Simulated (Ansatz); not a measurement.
Structure relaxation, Te2Mo

The start is a relaxed Te2Mo cell, doubled along one cell vector, shaken by Gaussian noise of σ = 0.08 Å a coordinate. A full variable-cell relaxation at zero pressure is run with PBE (plane waves to 420 eV, PAW, scalar-relativistic; Ansatz, a quantum-chemistry and plane-wave program). First-step values are on the input's coarse k-mesh.

Ansatz input (later rounds restart from its end on a renewed k-mesh):
Ansatz 0.2 input:
```yaml
crystal:
  lattice:
    - [0, 6.6547171806, 6.6547171806]
    - [3.3273585903, 0, 3.3273585903]
    - [3.3273585903, 3.3273585903, 0]
  atoms:
    - { symbol: Mo, position: [0.0076280696, -0.0226056527, 0.033235586] }
    - { symbol: Mo, position: [0.5006949444, 0.0019429444, -0.0234385776] }
    - { symbol: Te, position: [0.3638959216, 0.771147441, 0.754584766] }
    - { symbol: Te, position: [0.8766199315, 0.7286937194, 0.7579624051] }
    - { symbol: Te, position: [0.1244959722, 0.2973292207, 0.2232149445] }
    - { symbol: Te, position: [0.6414666985, 0.2155560337, 0.2508295085] }
basis: { ecutwfc: 420, ecutrho_ratio: 4, xc_grid: 2, fft_grid_basis: typed }
kpoints: { mp_grid: { grid: [3, 6, 6] } }
hamiltonian:
  xc: pbe
  dispersion: none
  pseudopotentials: { azcp: { folder: ./paw }, kind: paw }
scf: { occupations: { method: fermi_dirac, width: 0.05 } }
relax: { f_tol: 0.01, max_steps: 100, cell: { stress_tol: 0.02 } }
output: { forces: true, stress: true }
```

### Question
What is the largest force in the starting geometry, and on which atom (counted from 1)?

### Answer
About 1.7 eV/Å, on Te5 (atoms numbered as listed).

### Question
How much energy is released per atom?

### Answer
0.06 eV/atom.

### Question
Is the parent structure recovered?

### Answer
The parent structure is recovered, Fm-3m (No. 225).

### Question
How do the shortest distances between atoms change?

### Answer
The closest pairs of elements (up to four, under 3.6 Å), start → end: Mo–Te 2.62 → 2.88 Å; Te–Te 3.17 → 3.33 Å.

### Question
Is the relaxed structure metallic? Give its gap.

### Answer
No gap (metallic).

Final structure:

```cif
data_Mo4Te8
_chemical_formula_sum 'Mo4 Te8'
_space_group_name_H-M_alt 'Fm-3m'
_space_group_IT_number 225
_space_group_name_Hall '-F 4 2 3'
_cell_length_a 6.65782
_cell_length_b 6.65782
_cell_length_c 6.65782
_cell_angle_alpha 90.000
_cell_angle_beta 90.000
_cell_angle_gamma 90.000
loop_
_atom_site_label
_atom_site_type_symbol
_atom_site_symmetry_multiplicity
_atom_site_Wyckoff_symbol
_atom_site_fract_x
_atom_site_fract_y
_atom_site_fract_z
_atom_site_occupancy
Mo1 Mo 4 a 0.00000 0.00000 0.00000 1
Te1 Te 8 c 0.25000 0.25000 0.25000 1
```
(The calculation used a cell of 3 atoms; values per cell refer to that cell.)

Final values are on a 12×12×12 k-mesh of the relaxed cell. No spin polarisation in the result. A magnetic state may lie lower.

The relaxed structure here is a generated cell of Te2Mo: the first start was made by a random draw of sites in a space group, and the end was not matched to a known phase here, so it may be hypothetical. Known forms of Te2Mo include space group No. 194.
